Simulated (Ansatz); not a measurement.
VSb2 in space group I4/mcm (No. 140; Sb on 8h, V on 4a) at seven volumes, plane-wave PAW PBEsol (Ansatz code), shape and atoms relaxed at each. One row is withheld.

| V (Å³/atom) | P (GPa) |
|---|---|
| 17.736 | ? |
| 18.321 | 8.15 |
| 18.905 | 3.73 |
| 19.490 | 0.00 |
| 20.075 | -3.14 |
| 20.659 | -5.80 |
| 21.244 | -8.03 |

Question: Fit the shown pressures and predict the withheld one.

Answer: P = (3/2)B₀(x^(7/2) − x^(5/2))[1 + (3/4)(B′ − 4)(x − 1)] with x = (V₀/V)^(2/3). Least squares on the six rows gives V₀ = 19.490 Å³/atom, B₀ = 114 GPa, B′ = 4.68. At V = 17.736, x = 1.0649 and P = 13.41 GPa. The run itself gave 13.41 GPa.

The workflow started from an entry of the Crystallography Open Database (COD, 293 K). Whether it is the stable phase at ambient conditions was not checked. Symmetry was held in the PBEsol relaxation; its stability against distortions is not shown here. The workflow began spin-polarised and lost its moments. Spin–orbit coupling is left out wherever it is not named.

Potentials: the later of the program's two PAW sets.
